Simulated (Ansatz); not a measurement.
Input:

YSiNO2 in space group P4/mmm (No. 123; Y on 1b, Si on 1c, N on 1d, O on 2f), a = b = 3.575 Å, c = 3.685 Å, α = β = γ = 90.00°.

This is the PBEsol-relaxed structure.

**Question.** All from DFT-PBEsol in the program Ansatz with PAW potentials, unless another level is named. Estimate the hole effective mass with spin–orbit coupling.

**Answer.** 0.41, 0.60, 0.64 mₑ (principal values).

**Question.** Give the electron effective mass with spin–orbit coupling.

**Answer.** 0.33, 0.33, 0.39 mₑ (principal values).

**Question.** Give the band gap.

**Answer.** 1.51 eV (indirect).

The start of the workflow was typed in or built on a structure type; neither database checked (COD, Materials Project) lists it. COD files the formula under space group No. 15, 63. Whether it is the stable phase at ambient conditions was not checked. The PBEsol relaxation kept the symmetry of its start. At this level the phase is dynamically unstable (imaginary phonons). The run is not spin-polarised. Scalar-relativistic: spin–orbit coupling is off unless named, which matters more the heavier the elements.

Potentials: the later of the program's two PAW sets.
